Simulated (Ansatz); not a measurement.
Here is the system:

SrO:
```cif
data_O2Sr2
_chemical_formula_sum 'Sr2 O2'
_space_group_name_H-M_alt 'P 1'
_space_group_IT_number 1
_cell_length_a 4.27006
_cell_length_b 4.27006
_cell_length_c 5.14440
_cell_angle_alpha 90.000
_cell_angle_beta 90.000
_cell_angle_gamma 120.000
loop_
_space_group_symop_operation_xyz
  'x, y, z'
loop_
_atom_site_label
_atom_site_type_symbol
_atom_site_fract_x
_atom_site_fract_y
_atom_site_fract_z
_atom_site_occupancy
Sr1 Sr 0.33333 0.66667 0.75000 1
Sr2 Sr 0.66667 0.33333 0.25000 1
O1 O 0.33333 0.66667 0.25000 1
O2 O 0.66667 0.33333 0.75000 1
```

This is the r²SCAN-relaxed structure.

### Question
All from the program Ansatz at the r²SCAN level (PAW), unless another level is named. Give the Young's modulus.

### Answer
69.5 GPa.

### Question
Next, the zero-point energy?

### Answer
43.2 meV/atom.

Space group P6_3/mmc. The first step of the workflow began from a Materials Project structure, measured or hypothetical; the Crystallography Open Database copy checked does not list it. It is not the phase usual at ambient conditions (space group No. 225). The r²SCAN relaxation kept the symmetry of its start; phonons on a q-mesh show no instability.

Potentials: the later of the program's two PAW sets.
